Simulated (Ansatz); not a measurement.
An Ansatz (a program for electronic structure) run. Input:

Ansatz 0.2 input:
```yaml
crystal:
  lattice:
    - [-1.6699158199, 1.6699158199, 5.7249259]
    - [1.6699158199, -1.6699158199, 5.7249259]
    - [1.6699158199, 1.6699158199, -5.7249259]
  atoms:
    - { symbol: Nb, position: [0.9994396133, 0.9994396133, 0.0] }
    - { symbol: Nb, position: [0.7494396133, 0.2494396133, 0.5] }
    - { symbol: P, position: [0.4165603867, 0.4165603867, 0.0] }
    - { symbol: P, position: [0.1665603867, 0.6665603867, 0.5] }
kpoints:
  mp_grid: { grid: [13, 13, 13] }
  band_path:
    path:
      - [[0.0, 0.0, 0.0], [0.0, 0.0, 0.5], [0.25, 0.25, 0.25], [0.0, 0.5, 0.0], [0.0, 0.0, 0.0], [0.5, 0.5, -0.5], [0.2712710744, 0.7287289256, -0.2712710744]]  # Γ-X-P-N-Γ-M-S
      - [[-0.2712710744, 0.2712710744, 0.2712710744], [0.0, 0.0, 0.0]]  # S_0-Γ
      - [[0.0, 0.0, 0.5], [-0.0425421488, 0.0425421488, 0.5]]  # X-R
      - [[0.5, 0.5, -0.0425421488], [0.5, 0.5, -0.5]]  # G-M
    npoints: 8
hamiltonian:
  xc: r2scan
  pseudopotentials: { kind: paw }
magnetization: { noncollinear: true, spin_orbit: true }
scf:
  n_extra_bands: 12
  convergence: { dr2_threshold: 0.0000000001 }
  occupations: { method: gaussian, width: 0.05 }
output: { eigenvalues: true }
```

Output (shortened):

```
basis.fft_grid_basis auto: the FFT boxes are laid along the combinations [[1, 0, 1], [0, 1, 1], [0, 0, 1]] of the cell's own vectors, 3.340, 3.340 and 6.193 Å …
Pseudopotentials: kind: paw_fr
Pseudopotential: Nb, paw_fr, valence charge 13
Pseudopotential: P, paw_fr, valence charge 5
Functional definition: r2SCAN
non-collinear run that drives no moment, with spin-orbit …
Crystal: 4 atoms, lattice volume = 63.859 Å³
Basis set: ecut = 500 eV, 1609 PW (Γ), FFT grids on a1+a3, a2+a3, a3, exchange–correlation on 100×100×192 points (64 copies of the dense FFT grid, shifted against one another)
Bands: 48, of which v1, the nominal top of the filled ones, is band 36 counted from 1 (35 counted from 0)
Symmetry: 8 space group operations + 8 with time reversal
k-points: 196 of 2197 (time reversal used)
Projection manifold: j_resolved (fully-relativistic pseudo-atomic orbitals)
PAW frozen core: Nb, regenerated for the run's functional
PAW frozen core: P, regenerated for the run's functional
Initial density: superposition of atomic densities (chi_scale 0.1, normalization cell, long waves kept (reshape's long-wave potential 0.00 eV rms))
Initial wavefunctions: pseudopotential atomic-orbital guess
Eigensolver: davidson
Functional: x = r2scan, c = r2scan; τ floored in thin density (d = 2e-4 eV/Å³)
SCF iter   1: F=—  HF=-10639.822913 eV  |F-HF|=—  |Δ(HF+E_count)|=         —  Δρ=7.11e-2  dr2=5.01e0  dr2_τ=4.86e-2  dr2_m=0.00e0 (ungated)  ethr=3.10e-3  |M|=0.00e0 ∫|m|=0.00e0 μB  |m|>n=0.0e0 m-floor=0.0e0 τ_xc=0.0e0  β_m=0.30  ⟨swp⟩=6.2  Hψ=46400  notcnv=0  defer=4
all-band conjugate gradients solve this SCF's bands
preconditioner: auto → Kerker (q_TF=auto, 2.480 Å⁻¹)
spin=Noncollinear: Kerker preconditioning applied to the charge; magnetization (m_x, m_y, m_z) channels mix plain (no charge-response kernel on spin).
SCF iter   2: F=—  HF=-10639.190848 eV  |F-HF|=—  |Δ(HF+E_count)|=   6.32e-1  Δρ=4.89e-2  dr2=2.15e0  dr2_τ=1.15e-2  dr2_m=0.00e0 (ungated)  ethr=3.10e-3  |M|=0.00e0 ∫|m|=0.00e0 μB  |m|>n=0.0e0 m-floor=0.0e0 τ_xc=0.0e0  β_m=0.58  ⟨swp⟩=2.8  Hψ=17750  notcnv=0  defer=1168
SCF iter   3: F=—  HF=-10638.774033 eV  |F-HF|=—  |Δ(HF+E_count)|=   4.17e-1  Δρ=1.13e-2  dr2=6.28e-2  dr2_τ=1.23e-3  dr2_m=0.00e0 (ungated)  ethr=3.10e-3  |M|=0.00e0 ∫|m|=0.00e0 μB  |m|>n=0.0e0 m-floor=0.0e0 τ_xc=0.0e0  β_m=0.79  ⟨swp⟩=3.0  Hψ=16856  notcnv=0  defer=1168
SCF iter   4: F=—  HF=-10638.789151 eV  |F-HF|=—  |Δ(HF+E_count)|=   1.51e-2  Δρ=5.00e-3  dr2=1.99e-2  dr2_τ=2.86e-4  dr2_m=0.00e0 (ungated)  ethr=1.74e-4  |M|=0.00e0 ∫|m|=0.00e0 μB  |m|>n=0.0e0 m-floor=0.0e0 τ_xc=0.0e0  β_m=0.86  ⟨swp⟩=2.2  Hψ=16112  notcnv=0  defer=1154
SCF iter   5: F=—  HF=-10638.787034 eV  |F-HF|=—  |Δ(HF+E_count)|=   2.12e-3  Δρ=6.91e-4  dr2=3.22e-4  dr2_τ=5.24e-6  dr2_m=0.00e0 (ungated)  ethr=5.54e-5  |M|=0.00e0 ∫|m|=0.00e0 μB  |m|>n=0.0e0 m-floor=0.0e0 τ_xc=0.0e0  β_m=0.93  ⟨swp⟩=2.9  Hψ=15999  notcnv=0  defer=1154
SCF iter   6: F=—  HF=-10638.787158 eV  |F-HF|=—  |Δ(HF+E_count)|=   1.24e-4  Δρ=1.90e-4  dr2=2.74e-5  dr2_τ=4.75e-7  dr2_m=0.00e0 (ungated)  ethr=8.93e-7  |M|=0.00e0 ∫|m|=0.00e0 μB  |m|>n=0.0e0 m-floor=0.0e0 τ_xc=0.0e0  β_m=0.96  ⟨swp⟩=2.1  Hψ=12265  notcnv=0  defer=1154
SCF iter   7: F=—  HF=-10638.787166 eV  |F-HF|=—  |Δ(HF+E_count)|=   7.58e-6  Δρ=2.57e-5  dr2=4.30e-7  dr2_τ=3.91e-8  dr2_m=0.00e0 (ungated)  ethr=7.60e-8  |M|=0.00e0 ∫|m|=0.00e0 μB  |m|>n=0.0e0 m-floor=0.0e0 τ_xc=0.0e0  β_m=0.98  ⟨swp⟩=2.3  Hψ=13073  notcnv=0  defer=1154
SCF iter   8: F=—  HF=-10638.787166 eV  |F-HF|=—  |Δ(HF+E_count)|=   5.17e-8  Δρ=4.47e-6  dr2=1.15e-8  dr2_τ=1.55e-10  dr2_m=0.00e0 (ungated)  ethr=1.19e-9  |M|=0.00e0 ∫|m|=0.00e0 μB  |m|>n=0.0e0 m-floor=0.0e0 τ_xc=0.0e0  β_m=0.99  ⟨swp⟩=2.0  Hψ=12925  notcnv=0  defer=1154
SCF iter  10: F=-10638.787166 eV  HF=-10638.787166 eV  |F-HF|=0.00e0  |Δ(HF+E_count)|=  5.17e-10  Δρ=2.04e-7  dr2=3.19e-11  dr2_τ=3.88e-13  dr2_m=0.00e0 (ungated)  ethr=1.00e-12  |M|=0.00e0 ∫|m|=0.00e0 μB  |m|>n=0.0e0 m-floor=0.0e0 τ_xc=0.0e0  ⟨swp⟩=11.1  Hψ=35300  notcnv=0
SCF 1 converged in 10 iterations: F = -10638.787166 eV  dr2 = 3.19e-11
NSCF: frozen V_eff on 76 k-points
SCF converged after 10 iterations
Magnetization: |M| = 0.0000 μB,  M = (+0.0000, +0.0000, +0.0000) μB
Absolute magnetization: 0.0000 μB (∫|m|)
  site 0: m = (+0.0000, +0.0000, +0.0000) μB, |m| = 0.0000 μB  (R = 1.05 Å)
  site 1: m = (+0.0000, +0.0000, +0.0000) μB, |m| = 0.0000 μB  (R = 1.05 Å)
  site 2: m = (+0.0000, +0.0000, +0.0000) μB, |m| = 0.0000 μB  (R = 1.05 Å)
  site 3: m = (+0.0000, +0.0000, +0.0000) μB, |m| = 0.0000 μB  (R = 1.05 Å)
Free energy (F): -10638.787166 eV
Harris-Foulkes:  -10638.787166 eV  (|F-HF|=0.00e0)
Internal energy: -10638.786521 eV  (E = F + TS)
E sigma→0 (E₀):  -10638.786843 eV
Entropy (-TS):   -0.000645 eV (-0.161 meV/atom)
Fermi energy:    15.057786 eV
--- Per-component energies (eV) ---
  E_band       = -168.410765
  E_kinetic    = 932.530951
  E_local      = -1710.907788  (includes V_loc(G=0)·N_el)
  E_nonlocal   = 302.764559
  E_hartree    = 555.508948
  E_xc         = -459.817790
  E_vxc        = -608.351390  (∫ρ·V_xc dr)
  E_paw        = -7320.008434  (= ΣΔE_a)
  E_vpaw       = -230.895644  (= ΣTr[D̂ρ^β])
  E_aug_tail   = 0.000009  (compensation charges beyond the density's cutoff)
  E_vtau       = 35.430675  (kinetic-family band-sum trace: ∫τ·v_τ [+ j·A + Jᵃ·Aᵃ] dr)
  E_ewald      = -2938.290549
  E_core_change = -0.566427  (= ΣΔE_core)
  E_smearing   = -0.000645  (= −TS)
  E_closure    = 0.000000  (closes the sum)
  Σ components = -10638.787166   (vs F -10638.787166, Δ=0.00e0)
  [band-id]    e_kinetic+e_local+e_nonlocal+2·e_hartree+e_vxc+e_vpaw+e_augmentation_tail+e_vtau = -168.410731   (vs E_band -168.410765, Δ=3.38e-5)
--- Band table (eV; the first three rows and the last of 196) ---
  k-point 0: bands = ["-41.7404", "-41.7404", "-41.6979", "-41.6979", "-18.5567", "-18.5567", "-18.4168", "-18.4168", "-16.5881", "-16.5881", "-16.3864", "-16.3864", "-16.3427", "-16.3427", "-16.2612", "-16.2612", "1.5819", "1.5819", "4.1270", "4.1270", "8.5024", "8.5024", "11.8140", "11.8140", "12.5956", "12.5956", "12.6267", "12.6267", "12.7857", "12.7857", "13.2251", "13.2251", "13.5210", "13.5210", "13.5716", "13.5716", "15.9194", "15.9194", "16.7302", "16.7302", "17.8637", "17.8637", "18.3322", "18.3322", "18.3593", "18.3593", "18.6116", "18.6116"]
  k-point 1: bands = ["-41.7375", "-41.7375", "-41.6963", "-41.6963", "-18.5643", "-18.5563", "-18.4280", "-18.4265", "-16.5970", "-16.5786", "-16.4115", "-16.3918", "-16.3627", "-16.3550", "-16.2772", "-16.2592", "1.7512", "1.7522", "4.1671", "4.1972", "8.5818", "8.6023", "11.5398", "11.5495", "12.4753", "12.4898", "12.5712", "12.5757", "12.6127", "12.6149", "12.9800", "13.0163", "13.6012", "13.6206", "13.7467", "13.7914", "15.6478", "15.6836", "16.3189", "16.3651", "17.8612", "17.8613", "17.9440", "17.9699", "18.6613", "18.6843", "18.8810", "18.9219"]
  k-point 2: bands = ["-41.7294", "-41.7294", "-41.6920", "-41.6920", "-18.5776", "-18.5635", "-18.4576", "-18.4541", "-16.6058", "-16.5675", "-16.4608", "-16.4267", "-16.4108", "-16.3910", "-16.3020", "-16.2723", "2.2222", "2.2258", "4.2811", "4.3288", "8.8900", "8.9215", "10.9048", "10.9142", "11.7005", "11.7179", "12.0983", "12.1020", "12.2028", "12.2125", "13.1188", "13.1391", "13.9854", "14.0268", "14.1074", "14.1499", "15.3729", "15.4470", "15.5336", "15.5934", "17.4802", "17.5136", "18.1296", "18.1356", "19.1394", "19.1939", "19.3030", "19.3141"]
  k-point 195: bands = ["-41.7184", "-41.7184", "-41.7178", "-41.7178", "-18.4899", "-18.4889", "-18.4876", "-18.4838", "-16.4764", "-16.4757", "-16.4533", "-16.4491", "-16.3530", "-16.3505", "-16.3307", "-16.3302", "2.6757", "2.6796", "2.6913", "2.7004", "10.6605", "10.6608", "10.7663", "10.7690", "11.7819", "11.7946", "12.0964", "12.1171", "12.1503", "12.1591", "12.6173", "12.6250", "14.0511", "14.0575", "14.4919", "14.5034", "16.0381", "16.0649", "16.6607", "16.6989", "17.2681", "17.2829", "17.5110", "17.5446", "18.8085", "18.8445", "18.8940", "18.9107"]
  band table: 48 of 48 bands, residual norms ≤ 1.0e-3 eV
```

Cost: about 6 core-minutes (a rough figure) on shared cores.

Space group I4_1md. The cell was relaxed with r²SCAN under the symmetry of its start. The run is not spin-polarised.

Potentials: the later of the program's two PAW sets.

Ansatz is a plane-wave DFT program.
